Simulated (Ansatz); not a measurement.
LiC$_{8}$:
```cif
data_C8Li
_chemical_formula_sum 'C8 Li1'
_space_group_name_H-M_alt 'P6/mmm'
_space_group_IT_number 191
_space_group_name_Hall '-P 6 2'
_cell_length_a 4.96963
_cell_length_b 4.96963
_cell_length_c 3.60552
_cell_angle_alpha 90.000
_cell_angle_beta 90.000
_cell_angle_gamma 120.000
loop_
_atom_site_label
_atom_site_type_symbol
_atom_site_symmetry_multiplicity
_atom_site_Wyckoff_symbol
_atom_site_fract_x
_atom_site_fract_y
_atom_site_fract_z
_atom_site_occupancy
C1 C 6 l 0.16763 0.33525 0.00000 1
C2 C 2 c 0.33333 0.66667 0.00000 1
Li1 Li 1 b 0.00000 0.00000 0.50000 1
```

Relaxed with PBE+D3(BJ).

### Question
Decompose the optical modes at the zone centre into irreducible representations, and say which are infrared and Raman allowed.

### Answer
Point group 6/mmm: Γ_opt = A1g + A2g + 2A2u + 2B1g + B1u + B2u + E1g + 3E1u + 3E2g + E2u. Infrared: A2u, E1u. Raman: A1g, E1g, E2g.

### Question
Assign frequencies (DFPT, the program Ansatz at the PBE+D3(BJ) level (PAW)).

### Answer
E1u 239, B1g 418, A2u 457, E1g 463, E2u 591, A2g 610, E2g 617, A2u 623, B1g 799, E2g 1245, A1g 1268, E1u 1291, B1u 1296, B2u 1329, E1u 1334, E2g 1386 cm⁻¹.

Subscripts of B labels follow the axes of the standard setting.

The cell is a constructed one: a structure type filled with these elements; neither database checked (COD, Materials Project) lists it. Its standing as an ambient phase is unchecked. The cell was relaxed with PBE+D3(BJ) under the symmetry of its start; whether a distortion lowers the energy is not shown. As this level gives no gap, phonon frequencies hold no LO–TO term and depend on the k-mesh and smearing (Fermi–Dirac, 0.1 eV here).

Potentials: the later of the program's two PAW sets.
